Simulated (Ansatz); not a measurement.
**Equation of state of Li2Pt from a dense series**

```
CELL_PARAMETERS angstrom
4.18600 0.00000 0.00000
-2.09300 3.62518 0.00000
0.00000 0.00000 2.66100
ATOMIC_POSITIONS crystal
Li 0.33333 0.66667 0.50000
Li 0.66667 0.33333 0.50000
Pt 0.00000 0.00000 0.00000
```

Atoms are numbered in the order listed.

Conventional cell: a = 4.186 Å, b = 4.186 Å, c = 2.661 Å, α = 90.00°, β = 90.00°, γ = 120.00°. Li (atom 1) has 5 Li at 2.42 to 2.66 Å and 6 Pt at 2.76 Å as nearest neighbours. Pt (atom 3) has 2 Pt at 2.66 Å and 12 Li at 2.76 Å as nearest neighbours.

The cell comes from COD entry 1523301, which wasn't checked; take it as a given geometry.

Spin–orbit coupling is left out, though it moves levels of the heavy atoms by tenths of an eV or more.

Method: DFT, LDA, all-electron LAPW, scalar-relativistic (Ansatz 0.2.0).

Sampling and basis: a Γ-centred 9×9×12 k mesh, Fermi–Dirac smearing of 0.03 eV, basis error target 1 meV/atom, no spin polarisation.

The cell is scaled evenly. Fractional coordinates are held (clamped ions).

| V (Å³/atom) | P (GPa) |
| --- | --- |
| 12.653 | 0.37 |
| 12.922 | -1.41 |
| 13.191 | -3.00 |
| 13.326 | -3.72 |
| 13.460 | -4.41 |
| 13.595 | -5.05 |
| 13.729 | -5.66 |
| 14.268 | -7.76 |

(1) Fit a third-order Birch–Murnaghan curve to the pressures.

(2) Predict the pressure at the withheld volume, 13.999 Å³/atom.

Results:

(1) P = (3B0/2)(y^(7/2) − y^(5/2))[1 + (3/4)(B0′ − 4)(y − 1)] with y = (V0/V)^(2/3) fits within 0.01 GPa for V0 = 12.706 Å³/atom, B0 = 87.2 GPa and B0′ = 4.57.

(2) There y = 0.9375, so the fit gives -6.77 GPa; the run gave -6.77 GPa.
